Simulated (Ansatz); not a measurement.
ZnO:
```yaml
crystal:
  lattice:
    - [5.57998, 0.00000, 0.00000]
    - [0.00000, 5.57998, 0.00000]
    - [0.00000, 0.00000, 5.57998]
  atoms:
    - { symbol: Zn, position: [0.25000, 0.00000, 0.50000] }
    - { symbol: Zn, position: [0.75000, 0.00000, 0.50000] }
    - { symbol: Zn, position: [0.50000, 0.25000, 0.00000] }
    - { symbol: Zn, position: [0.50000, 0.75000, 0.00000] }
    - { symbol: Zn, position: [0.00000, 0.50000, 0.25000] }
    - { symbol: Zn, position: [0.00000, 0.50000, 0.75000] }
    - { symbol: O, position: [0.75000, 0.50000, 0.00000] }
    - { symbol: O, position: [0.25000, 0.50000, 0.00000] }
    - { symbol: O, position: [0.00000, 0.75000, 0.50000] }
    - { symbol: O, position: [0.00000, 0.25000, 0.50000] }
    - { symbol: O, position: [0.50000, 0.00000, 0.75000] }
    - { symbol: O, position: [0.50000, 0.00000, 0.25000] }
```

Relaxed with r²SCAN. 

Question: HSE06 on this cell (Ansatz, an electronic-structure program, PAW) gives a gap of 2.70 eV. What does r²SCAN give?

Answer: 1.38 eV.

Cost on shared cores: the r²SCAN run (SCF on a 5×5×5 mesh, then bands and DOS) about 4 core-minutes (a rough figure), the HSE06 run (SCF on 3×3×3, then a few points) around 4 core-minutes (rough); the tasks are unlike.

Space group Pm-3n. The start of the workflow was typed in or built on a structure type; neither database checked (COD, Materials Project) lists it. It is not the phase usual at ambient conditions (space group No. 186). The cell was relaxed with r²SCAN under the symmetry of its start; whether a distortion lowers the energy is not shown.

Potentials: the later of the program's two PAW sets.

Ansatz is a plane-wave DFT program.
